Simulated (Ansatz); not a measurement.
NaF:
```
CELL_PARAMETERS angstrom
      0.00000     2.31878     2.31878
      2.31878     0.00000     2.31878
      2.31878     2.31878     0.00000
ATOMIC_POSITIONS crystal
  Na 0.00000 0.00000 0.00000
  F  0.50000 0.50000 0.50000
```

Relaxed with HSE06.

### Question
Give the Bader charges and basin volumes of the independent atoms, DFT-HSE06 in the program Ansatz with PAW potentials.

### Answer


```tsv
atom	Bader charge (e)	Bader volume (Å³)
Na1	+0.89	8.0
F2	-0.89	17.0
```

Space group Fm-3m (rock salt). The cell was relaxed with HSE06 under the symmetry of its start.

Potentials: the later of the program's two PAW sets.
